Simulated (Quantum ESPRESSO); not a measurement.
## Si2BPC4 (finding a planted mistake in a log)

Computed values, not a measurement. The program is pw.x of Quantum ESPRESSO 7.5 (plane-wave density functional theory). The cell is made up: 8 atoms on a wurtzite lattice, with randomly drawn elements, strain and displacements, not relaxed. PseudoDojo standard norm-conserving files (v0.5 for PBE, v0.4.1 for LDA and PBEsol) set the functional; there is no spin polarisation, spin-orbit coupling or dispersion term, and the masses in the input are unused placeholders.

Intended input:

```
&control calculation='scf', pseudo_dir='./dojo.nc.sr.pbe.v0_5.standard.upf', outdir='./o', disk_io='low', tprnfor=.true., tstress=.true. /
&system ibrav=0, nat=8, ntyp=4, nbnd=22, ecutwfc=82.02448710, nosym=.true., tot_charge=0,
 occupations='smearing', smearing='fd', degauss=0.0018374661
/
&electrons conv_thr=7.350e-09, electron_maxstep=60, /
ATOMIC_SPECIES
B 1.0 B.upf
C 1.0 C.upf
P 1.0 P.upf
Si 1.0 Si.upf
CELL_PARAMETERS angstrom
3.0604 -0.0312 -0.0105
-0.0541 5.2045 0.0304
-0.0172 0.0287 4.8868
ATOMIC_POSITIONS angstrom
Si 0.0337 0.1026 -0.075
Si 1.4473 2.5226 -0.0266
B 1.4236 0.8708 2.5736
P 0.0667 3.3839 2.4506
C -0.0046 -0.0884 1.8145
C 1.5737 2.6752 1.9152
C 1.4236 0.9499 4.2567
C 0.0206 3.3308 4.2704
K_POINTS automatic
6 4 4 1 1 1
```

The log is shortened where brackets say so; the opening notice, blank lines, dates and the lines on written files are dropped, and the path of the files is cut. It prints rydbergs, bohrs and kilobars, and counts compression as positive stress.

Log of the intended run:

```
     Program PWSCF v.7.5
     Parallel version (MPI & OpenMP), running on       4 processor cores
     Number of MPI processes:                 4
     Threads/MPI process:                     1
     [start-up lines left out]
     bravais-lattice index     =            0
     lattice parameter (alat)  =       5.7837  a.u.
     unit-cell volume          =     525.1851 (a.u.)^3
     number of atoms/cell      =            8
     number of atomic types    =            4
     number of electrons       =        32.00
     number of Kohn-Sham states=           22
     kinetic-energy cutoff     =      82.0245  Ry
     charge density cutoff     =     328.0979  Ry
     scf convergence threshold =      7.3E-09
     mixing beta               =       0.7000
     number of iterations used =            8  plain     mixing
     Exchange-correlation= PBE
                           (   1   4   3   4   0   0   0)
     [axes and pseudopotential details left out]
   Cartesian axes
     site n.     atom                  positions (alat units)
         1        Si     tau(   1) = (   0.0110110   0.0335231  -0.0245052  )
         2        Si     tau(   2) = (   0.4728847   0.8242237  -0.0086912  )
         3        B      tau(   3) = (   0.4651410   0.2845215   0.8408872  )
         4        P      tau(   4) = (   0.0217933   1.1056412   0.8006987  )
         5        C      tau(   5) = (  -0.0015030  -0.0288834   0.5928621  )
         6        C      tau(   6) = (   0.5141841   0.8740835   0.6257643  )
         7        C      tau(   7) = (   0.4651410   0.3103663   1.3908162  )
         8        C      tau(   8) = (   0.0067308   1.0882915   1.3952924  )
     number of k points=    48  Fermi-Dirac smearing, width (Ry)=  0.0018
                       cart. coord. in units 2pi/alat
        k(    1) = (   0.0843600   0.0739284   0.0781496), wk =   0.0416667
        k(    2) = (   0.0848879   0.0730193   0.2347305), wk =   0.0416667
     [further k points left out]
     Dense  grid:    52737 G-vectors     FFT dimensions: (  36,  60,  54)
     Estimated max dynamical RAM per process >      87.75 MB
     Estimated total dynamical RAM >     312.36 MB
     Initial potential from superposition of free atoms
     starting charge      31.9982, renormalised to      32.0000
     Starting wfcs are   32 randomized atomic wfcs
     total cpu time spent up to now is        1.4 secs
     per-process dynamical memory:    68.2 Mb
     Self-consistent Calculation
     iteration #  1     ecut=    82.02 Ry     beta= 0.70
     Davidson diagonalization with overlap
     ethr =  1.00E-02,  avg # of iterations =  3.5
     total cpu time spent up to now is        2.6 secs
     total energy              =     -84.15213462 Ry
     estimated scf accuracy    <       1.50360648 Ry
     iteration #  2     ecut=    82.02 Ry     beta= 0.70
     Davidson diagonalization with overlap
     ethr =  4.70E-03,  avg # of iterations =  2.0
     total cpu time spent up to now is        3.7 secs
     total energy              =     -84.59571533 Ry
     estimated scf accuracy    <       0.53175908 Ry
     [iterations 3 to 10 left out]
     iteration # 11     ecut=    82.02 Ry     beta= 0.70
     Davidson diagonalization with overlap
     ethr =  3.46E-10,  avg # of iterations =  1.9
     total cpu time spent up to now is       14.4 secs
     total energy              =     -84.68336216 Ry
     estimated scf accuracy    <       0.00000003 Ry
     iteration # 12     ecut=    82.02 Ry     beta= 0.70
     Davidson diagonalization with overlap
     ethr =  9.92E-11,  avg # of iterations =  2.0
     total cpu time spent up to now is       15.3 secs
     End of self-consistent calculation
     [lines on levels left out]
!    total energy              =     -84.68336216 Ry
     estimated scf accuracy    <          2.9E-09 Ry
     smearing contrib. (-TS)   =      -0.00000000 Ry
     internal energy E=F+TS    =     -84.68336216 Ry
     The total energy is F=E-TS. E is the sum of the following terms:
     one-electron contribution =      20.52689881 Ry
     hartree contribution      =       9.87965689 Ry
     xc contribution           =     -30.28728314 Ry
     ewald contribution        =     -84.80263471 Ry
     convergence has been achieved in  12 iterations
     Forces acting on atoms (cartesian axes, Ry/au):
     atom    1 type  4   force =    -0.11505174   -0.12266578    0.06570280
     atom    2 type  4   force =     0.13198161    0.06334577    0.09106747
     atom    3 type  1   force =     0.00906864   -0.04416703   -0.06496259
     atom    4 type  3   force =    -0.03920089    0.13519378    0.04048306
     atom    5 type  2   force =     0.02237975    0.08368012    0.09046856
     atom    6 type  2   force =    -0.01288556   -0.15497370   -0.05875608
     atom    7 type  2   force =     0.11875103   -0.10876107   -0.10998988
     atom    8 type  2   force =    -0.11504284    0.14834789   -0.05401336
     Total force =     0.457758     Total SCF correction =     0.000022
     Computing stress (Cartesian axis) and pressure
          total   stress  (Ry/bohr**3)                   (kbar)     P=        2.54
   0.00012190   0.00016863  -0.00000520           17.93       24.81       -0.76
   0.00016863   0.00009866  -0.00003943           24.81       14.51       -5.80
  -0.00000520  -0.00003943  -0.00016873           -0.76       -5.80      -24.82
     init_run     :      1.27s CPU      1.30s WALL (       1 calls)
     electrons    :     13.93s CPU     13.99s WALL (       1 calls)
     forces       :      0.22s CPU      0.23s WALL (       1 calls)
     stress       :      0.75s CPU      0.75s WALL (       1 calls)
     [timing details left out]
     PWSCF        :     16.23s CPU     16.35s WALL
     JOB DONE.
```

A second run was made from an input with one planted mistake. Its log:

```
     Program PWSCF v.7.5
     Parallel version (MPI & OpenMP), running on       4 processor cores
     Number of MPI processes:                 4
     Threads/MPI process:                     1
     [start-up lines left out]
     bravais-lattice index     =            0
     lattice parameter (alat)  =       5.7837  a.u.
     unit-cell volume          =     525.1851 (a.u.)^3
     number of atoms/cell      =            8
     number of atomic types    =            4
     number of electrons       =        32.00
     number of Kohn-Sham states=           22
     kinetic-energy cutoff     =      82.0245  Ry
     charge density cutoff     =     328.0979  Ry
     scf convergence threshold =      7.3E-09
     mixing beta               =       0.7000
     number of iterations used =            8  plain     mixing
     Exchange-correlation= PBE
                           (   1   4   3   4   0   0   0)
     [axes and pseudopotential details left out]
   Cartesian axes
     site n.     atom                  positions (alat units)
         1        Si     tau(   1) = (   0.0110110   0.0335231  -0.0245052  )
         2        Si     tau(   2) = (   0.4728847   0.8242237  -0.0086912  )
         3        B      tau(   3) = (   0.4651410   0.2845215   0.8408872  )
         4        P      tau(   4) = (   0.0217933   1.1056412   0.8006987  )
         5        C      tau(   5) = (  -0.0015030  -0.0288834   0.5928621  )
         6        C      tau(   6) = (   0.5141841   0.8740835   0.6257643  )
         7        C      tau(   7) = (   0.4651410   0.3103663   1.3908162  )
         8        C      tau(   8) = (   0.0067308   1.0882915   1.3952924  )
     number of k points=     1  Fermi-Dirac smearing, width (Ry)=  0.0018
                       cart. coord. in units 2pi/alat
        k(    1) = (  -0.5041358  -0.2974429  -0.3131749), wk =   2.0000000
     Dense  grid:    52737 G-vectors     FFT dimensions: (  36,  60,  54)
     Estimated max dynamical RAM per process >      61.21 MB
     Estimated total dynamical RAM >     206.21 MB
     Initial potential from superposition of free atoms
     starting charge      31.9982, renormalised to      32.0000
     Starting wfcs are   32 randomized atomic wfcs
     total cpu time spent up to now is        0.9 secs
     per-process dynamical memory:    42.9 Mb
     Self-consistent Calculation
     iteration #  1     ecut=    82.02 Ry     beta= 0.70
     Davidson diagonalization with overlap
     ethr =  1.00E-02,  avg # of iterations =  3.0
     total cpu time spent up to now is        1.0 secs
     total energy              =     -84.38129851 Ry
     estimated scf accuracy    <       1.52093638 Ry
     iteration #  2     ecut=    82.02 Ry     beta= 0.70
     Davidson diagonalization with overlap
     ethr =  4.75E-03,  avg # of iterations =  2.0
     total cpu time spent up to now is        1.1 secs
     total energy              =     -84.80394873 Ry
     estimated scf accuracy    <       0.46928904 Ry
     [iterations 3 to 10 left out]
     iteration # 11     ecut=    82.02 Ry     beta= 0.70
     Davidson diagonalization with overlap
     ethr =  2.88E-10,  avg # of iterations =  2.0
     total cpu time spent up to now is        2.2 secs
     total energy              =     -84.88214696 Ry
     estimated scf accuracy    <       0.00000002 Ry
     iteration # 12     ecut=    82.02 Ry     beta= 0.70
     Davidson diagonalization with overlap
     ethr =  7.54E-11,  avg # of iterations =  2.0
     total cpu time spent up to now is        2.3 secs
     End of self-consistent calculation
     [lines on levels left out]
!    total energy              =     -84.88214696 Ry
     estimated scf accuracy    <          2.0E-09 Ry
     smearing contrib. (-TS)   =       0.00000000 Ry
     internal energy E=F+TS    =     -84.88214696 Ry
     The total energy is F=E-TS. E is the sum of the following terms:
     one-electron contribution =      20.19720095 Ry
     hartree contribution      =      10.11037426 Ry
     xc contribution           =     -30.38708746 Ry
     ewald contribution        =     -84.80263471 Ry
     convergence has been achieved in  12 iterations
     Forces acting on atoms (cartesian axes, Ry/au):
     atom    1 type  4   force =    -0.06977941   -0.18390642    0.11613655
     atom    2 type  4   force =     0.09809002    0.03648977    0.13653981
     atom    3 type  1   force =    -0.00925348   -0.03053158   -0.02335346
     atom    4 type  3   force =    -0.01303821    0.16487124    0.11072232
     atom    5 type  2   force =     0.05433541    0.06752837    0.03736167
     atom    6 type  2   force =    -0.06758683   -0.21889579   -0.11304317
     atom    7 type  2   force =     0.07196033   -0.06199898   -0.14480822
     atom    8 type  2   force =    -0.06472782    0.22644339   -0.11955549
     Total force =     0.544859     Total SCF correction =     0.000054
     Computing stress (Cartesian axis) and pressure
          total   stress  (Ry/bohr**3)                   (kbar)     P=      -13.80
  -0.00020478   0.00010376  -0.00008032          -30.12       15.26      -11.82
   0.00010376   0.00089891  -0.00029487           15.26      132.23      -43.38
  -0.00008032  -0.00029487  -0.00097561          -11.82      -43.38     -143.52
     init_run     :      0.83s CPU      0.84s WALL (       1 calls)
     electrons    :      1.35s CPU      1.37s WALL (       1 calls)
     forces       :      0.07s CPU      0.07s WALL (       1 calls)
     stress       :      0.11s CPU      0.11s WALL (       1 calls)
     [timing details left out]
     PWSCF        :      2.42s CPU      2.46s WALL
     JOB DONE.
```

Question: what was wrong in the second input?

Answer: the k-point mesh is too coarse. The input lines that differ, file-writing options aside:

```
- 6 4 4 1 1 1
+ 1 1 1 1 1 1
```

```
                                            intended run  run with the mistake
                          free energy (eV)     -1152.176             -1154.880
                    smearing term -TS (eV)        0.0000                0.0000
                            pressure (GPa)          0.25                 -1.38
            largest force component (eV/Å)         3.985                 5.822
largest change of a force component (eV/Å)                               2.008
                                iterations            12                    12
```

For scale, a rerun of the intended cell at 1347 eV and a 8 x 6 x 6 mesh moved values by no more than 0.002 eV in energy, 0.19 GPa in stress and 0.016 eV/Å in force.